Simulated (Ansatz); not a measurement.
## Perovskite alloy of CsPbBr3 and CsSnBr3 (3 of 8 Pb sites exchanged), 40 atoms

Ansatz, PAW, plane waves. PBEsol relaxation of volume and atoms (shape held) at the single k point (¼, ¼, ¼) without its symmetry partners; single points on the relaxed atoms at the Γ point alone, onto which points of the small cell's zone fold. Arrangement: random. No spin–orbit coupling unless named.

Relaxed structure:

```
Cs Sn Pb Br
1.0
    11.54926    0.00000    0.00000
     0.00000   11.54926    0.00000
     0.00000    0.00000   11.54926
Cs Sn Pb Br
8 3 5 24
Direct
  0.00834 0.98823 0.97150
  0.00526 0.97027 0.48515
  0.00437 0.47297 0.97814
  0.00260 0.47475 0.46945
  0.49804 0.02516 0.03093
  0.49637 0.02758 0.52215
  0.49526 0.52959 0.01527
  0.49307 0.51152 0.52978
  0.25023 0.24992 0.25011
  0.25042 0.25009 0.75008
  0.25023 0.75012 0.74994
  0.25039 0.74989 0.25003
  0.75031 0.24972 0.24984
  0.75047 0.24995 0.75006
  0.75030 0.74978 0.25027
  0.75031 0.75005 0.75027
  0.22679 0.21969 0.00022
  0.27406 0.28019 0.49996
  0.28641 0.78666 0.99737
  0.21408 0.71334 0.50340
  0.77951 0.20028 0.00015
  0.72149 0.29885 0.50043
  0.71136 0.79687 0.00006
  0.78883 0.70243 0.50026
  0.00351 0.21380 0.27834
  0.00357 0.27404 0.72359
  0.00054 0.79631 0.21915
  0.00316 0.73042 0.78800
  0.49740 0.28569 0.22170
  0.49722 0.22592 0.77663
  0.49999 0.70284 0.28139
  0.49698 0.77002 0.71238
  0.28772 0.00231 0.28482
  0.22753 0.00042 0.71842
  0.21260 0.49738 0.21538
  0.27282 0.49961 0.78182
  0.70826 0.99991 0.29574
  0.77584 0.00001 0.69944
  0.79221 0.49954 0.20414
  0.72479 0.49966 0.80031
```

What are the mean bond lengths by pair (pairs within 1.2 times the sum of covalent radii, less contacts 15 % beyond the pair's median; cation–cation pairs of compounds aside; long ionic contacts are cut short by that bound)?

Br–Cs 3.818 ± 0.169 Å (standard deviation, 65 bonds); Br–Pb 2.967 ± 0.008 Å (standard deviation, 30 bonds); Br–Sn 2.911 ± 0.015 Å (standard deviation, 18 bonds).

What gap lies between the top filled and the lowest empty level in the single points?

HSE06 1.84 eV (3.4 min on 7 threads of Neoverse-V2).
